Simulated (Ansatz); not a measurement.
GdGa₂ (P6/mmm): cone of 15 degrees at 0 of the way from Γ to M

Method: Ansatz 0.2.0, DFT, PBEsol, PAW with Ansatz's default frozen-core files, scalar-relativistic.

Command: `ansatz run input.yaml --threads 2 --pin off --max-ram 6144MiB --backend cpu --events-out ev --progress --plain --runs-dir out`

```yaml
crystal:
  lattice:
    - [4.223, 0.0, 0.0]
    - [-2.1115, 3.6572252802, 0.0]
    - [0.0, 0.0, 4.137]
  atoms:
    - { symbol: Gd, position: [0.0, 0.0, 0.0], spin: 7.0, spin_axis: [0.25881905, 0.0, 0.96592583] }
    - { symbol: Ga, position: [0.3333333333, 0.6666666667, 0.5] }
    - { symbol: Ga, position: [0.6666666667, 0.3333333333, 0.5] }
magnetization:
  noncollinear: true
  spin_spiral: { q: [0.0, 0.0, 0.0] }
  spin_locking: { lock_directions: true }
kpoints:
  mp_grid: { grid: [8, 8, 5] }
scf:
  occupations: { method: fermi_dirac, width: 0.03 }
hamiltonian:
  xc: pbesol
  pseudopotentials: { kind: paw }
output:
  eigenvalues: false
```

The program prints:

```
Warning: magnetization.spin_spiral: disabling space-group detection — beside a Hubbard shell, its report or a lock it is not worked out which of the operations that keep the spiral keep those too, and one that does not would average them into another order's, and files of the run's orbitals state none, so no spatial operation reduces the k-mesh or symmetrises the density; of a planar spiral with n …
settings of this run that can trade accuracy for cost: output.eigenvalues: false. Do not mix this run's numbers with those of runs without the same settings; the input reference describes each key
band count auto-derived: 58, from the close of a first SCF at 54 (N_el = 44.0; filled up to band 44; 54 by the electrons, moments and atoms)
Engine: ansatz 0.2.0
Pseudopotentials: kind: paw
Pseudopotential: Gd, paw, valence charge 18, recommended cutoff 420 eV (normal), Gd.paw.azcp
Pseudopotential: Ga, paw, valence charge 13, recommended cutoff 420 eV (normal), Ga.paw.azcp
Functional definition: PBEsol
  exchange = pbesol_x
  correlation = pbesol_c
Crystal: 3 atoms, lattice volume = 63.894 Å³
Basis set: ecut = 420 eV, 1219 PW (Γ)
Bands: 54, of which v1, the nominal top of the filled ones, is band 44 counted from 1 (43 counted from 0)
Symmetry: 1 space group operations
k-points: 320
Spin spiral: q = (0, 0, 0) of the reciprocal vectors; moments are told in the frame that turns with it, a site's in that at the site
Non-local potential: Gd, projectors of the file, l = 0: 3, l = 1: 2, l = 2: 2, l = 3: 3
Non-local potential: Ga, projectors of the file, l = 0: 2, l = 1: 2, l = 2: 3, l = 3: 1
PAW form: soft (Blöchl's): semilocal exchange-correlation on the pseudo side does not see the compensation charge
PAW frozen core: Gd, regenerated for the run's functional, and the local potential with it (the file was generated under x = pbe(κ = 0.804, μ = 0.2195149727645171), c = pbe(β = 0.06672455060314922))
PAW frozen core: Ga, regenerated for the run's functional, and the local potential with it (the file was generated under x = pbe(κ = 0.804, μ = 0.2195149727645171), c = pbe(β = 0.06672455060314922))
PAW one-centre angular grid: Gd, 590 points (default); XC on 64 Gauss nodes
PAW one-centre angular grid: Ga, 590 points (default); XC on 64 Gauss nodes
Initial density: superposition of atomic densities (chi_scale 0.1, normalization cell, long waves kept (reshape's long-wave potential 0.00 eV rms))
Starting moments: Σ|m| = 7 μB on 1 of 3 sites
Initial wavefunctions: pseudopotential atomic-orbital guess
Functional: x = pbesol(κ = 0.804, μ = 0.12345679012345678), c = pbesol(β = 0.046)
SCF iter   1: F=-16715.070061 eV  HF=-16714.208634 eV  |F-HF|=8.61e-1  |Δ(HF+E_count)|=         —  Δρ=3.59e-1  dr2=1.69e0  dr2_m=2.02e1  ethr=3.10e-3  |M|=7.57e0 ∫|m|=7.65e0 μB  |m|>n=0.0e0 m-floor=0.0e0 τ_xc=1.2e-5 mc-row=0.0e0  β_m=0.30  ⟨swp⟩=6.1  Hψ=60296  notcnv=0
preconditioner: auto → Kerker (q_TF=auto, 2.564 Å⁻¹)  [metal: Δε(μ)=0.041 eV  Ē_g=10.853 eV  σ=0.030 eV  W_gap=0.32  n_scr=20 (ndim 8)  ℏωp=30.1 eV  f_vac=0.000  D(μ)=1.75/eV (n_scr^D=8)]
[...]
  site 2: m = (-0.0034, -0.0000, -0.0126) μB, |m| = 0.0130 μB  (R = 1.01 Å)
--- Magnetisation constraints (ε_frz = 1.0e-4 eV) ---
  site  kind           target                            achieved (μB)             |Δ|max (μB)  g (eV/μB)                    λ_eff  esc  ok   flags
  0     per_site_axis  ê (+0.259, +0.000, +0.966) ≥0.00  (+1.818, +0.000, +6.783)  8.62e-6      (-1.7e-5, +8.6e-6, +4.6e-6)  1.000  0    yes
Free energy (F): -16716.459858 eV
Harris-Foulkes:  -16716.459858 eV  (|F-HF|=4.81e-9)
Internal energy: -16716.455075 eV  (E = F + TS)
E sigma→0 (E₀):  -16716.457466 eV
Entropy (-TS):   -0.004782 eV (-1.594 meV/atom)
Fermi energy:    11.761244 eV
--- Per-component energies (eV) ---
  E_band       = -48.516739
  E_kinetic    = 635.806113
  E_local      = -5598.785092  (includes V_loc(G=0)·N_el)
  E_nonlocal   = 1139.370641
  E_hartree    = 2533.002623
  E_xc         = -370.569986
  E_vxc        = -371.019617  (∫ρ·V_xc dr)
  E_paw        = -10241.092403  (= ΣΔE_a)
  E_vpaw       = -919.894292  (= ΣTr[D̂ρ^β])
  E_aug_tail   = -0.000223  (compensation charges beyond the density's cutoff)
  E_constr_dc  = 0.000000  (∫m·b dr)
  E_ewald      = -4816.573875
  E_core_change = 2.387126  (= ΣΔE_core)
  E_smearing   = -0.004782  (= −TS)
  E_closure    = -0.000000  (closes the sum)
  E_penalty    = 0.000000  (constraint; not in F)
  Σ components = -16716.459858   (vs F -16716.459858, Δ=0.00e0)
settings of this run that can trade accuracy for cost: output.eigenvalues: false. Do not mix this run's numbers with those of runs without the same settings; the input reference describes each key
```

Site moments (μB): Gd1 7.02, Ga2 -0.01, Ga3 -0.01. Cell moment 7.13 μB in the turning frame.

The PAW files were made with PBE; the program remakes their cores once for the run's functional and then keeps them frozen. Without U a semilocal functional puts the f levels too near the Fermi level, which can change moments and the order of magnetic states; site and cell moments are spin moments. Spin–orbit coupling is left out although heavy atoms are present. With open f shells a run can end in a state that isn't the lowest. None of this fixes the real material's magnetic order: only patterns that fit the cell were computed, at zero temperature, with a functional that can overstate moments.

It took 8.9 min on 2 threads of AMD EPYC 7R43 64-Core Processor (Zen 3), with other jobs on the host, peak memory 1.9 GiB.
